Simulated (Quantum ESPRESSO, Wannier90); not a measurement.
Wannier functions of AlAs (zinc blende)

```yaml
crystal:
  lattice:
    - [0.00000, 2.83790, 2.83790]
    - [2.83790, 0.00000, 2.83790]
    - [2.83790, 2.83790, 0.00000]
  atoms:
    - { symbol: Al, position: [0.00000, 0.00000, 0.00000] }
    - { symbol: As, position: [0.25000, 0.25000, 0.25000] }
```

Cell from Materials Project (mp-2172), symmetrised, no further relaxation. COD (Crystallography Open Database) has an entry of this formula and space group (matched by these alone). Method: PBEsol plane waves in Quantum ESPRESSO 7.5 (PseudoDojo norm-conserving files, 68 Ry, no spin polarisation, no spin-orbit coupling), Bloch states on a 10×10×10 mesh through Γ, Wannier90 4.0.1. Density: 10×10×10 mesh, cold smearing 0.01 Ry. Spin-orbit coupling, left out, would split the p-like bands by a few tenths of an eV.

Base run: 8 functions from bands 6-20 of the 20 computed, start hydrogen-like Al: s;p; As: s;p, centres 0.05 Å off the atoms, frozen window up to 2.84 eV relative to the valence-band maximum, outer window open. One thing is changed at a time; window edges are relative to the valence-band maximum. The misfit compares interpolated bands with pw.x on a high-symmetry path, for states up to 2.3 eV relative to the valence-band maximum. Converged means that the tolerances were met: symmetric starts can stop on a saddle, which shows as a larger Ω_OD at equal Ω_I and can move the misfit too.

```tsv
setting	functions	frozen to (eV)	Ω_I (Å²)	Ω_D (Å²)	Ω_OD (Å²)	rms misfit (meV)	worst (meV)	ended
base	8	2.84	12.57	0.05	1.55	11	154	converged
frozen window to 6.84 eV	8	6.84	–	–	–	–	–	stops: too many frozen states
frozen window to 3.84 eV	8	3.84	14.16	0.08	1.82	4.3	34	converged
frozen window to 2.34 eV	8	2.34	11.44	0.03	1.42	50	726	converged
frozen window to 7.19 eV	8	7.19	–	–	–	–	–	stops: too many frozen states
no frozen window	8	none	9.92	0.00	0.93	605	2994	converged
outer window to 15.20 eV	8	2.84	13.52	0.06	1.68	8.9	126	converged
outer window to 10.50 eV	8	2.84	18.93	0.25	2.85	6.3	81	converged
```
